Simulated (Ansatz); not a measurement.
## What DFT gives for CuRe₂Sb₃

```yaml
crystal:
  lattice:
    - [3.77033, 0.00000, 0.00000]
    - [0.00000, 3.77033, 0.00000]
    - [0.00000, 0.00000, 8.26316]
  atoms:
    - { symbol: Sb, position: [0.50000, 0.50000, 0.00000] }
    - { symbol: Cu, position: [0.00000, 0.00000, 0.00000] }
    - { symbol: Re, position: [0.00000, 0.50000, 0.73400] }
    - { symbol: Re, position: [0.50000, 0.00000, 0.26600] }
    - { symbol: Sb, position: [0.00000, 0.50000, 0.38200] }
    - { symbol: Sb, position: [0.50000, 0.00000, 0.61800] }
```

Method: PBE, no spin polarisation; PAW, plane waves to 420 eV, 9×9×4 Γ-centred mesh, gaussian occupations (width 0.06 eV) (Ansatz 0.2.0), atoms fixed.

- Formation energy: 0.41 eV an atom against the elements' usual phases (free molecules for gases, crystals otherwise, with no correction for O₂ or N₂), so at this geometry it isn't bound against them. Relaxing would lower it.
- Electronic structure: It is a metal, with about 5.4 states/eV a cell as the mean within 0.25 eV of the Fermi level, mostly Re d (78 %).
- Forces: The largest is on Re3 (and as large on other atoms): 0.49 eV/Å, components (0.00, 0.00, 0.49). It makes 110° with the line to a nearest neighbour, Sb6 at 2.83 Å.
- Contacts: Sb–Cu at 2.67 Å: least valence density 0.32 e/Å³ and ELF 0.36 there. Re–Sb at 2.83 Å: least valence density 0.38 e/Å³ and ELF 0.53 there. Cu–Re at 2.90 Å: least valence density 0.25 e/Å³ and ELF 0.32 there. These are pseudo-fields; inside the PAW spheres they differ from the all-electron ones.
- Charges: Bader charges in e: Re -0.17, Cu -0.06, Sb +0.09 to +0.16. In the mean Sb gives up most and Re takes most, against the order of Pauling's electronegativities.

Origin: a known structure type with other elements, at an estimated volume, so it need not be a known compound. Caveats: many states at the Fermi level without spin polarisation, so a magnetic state may lie lower.
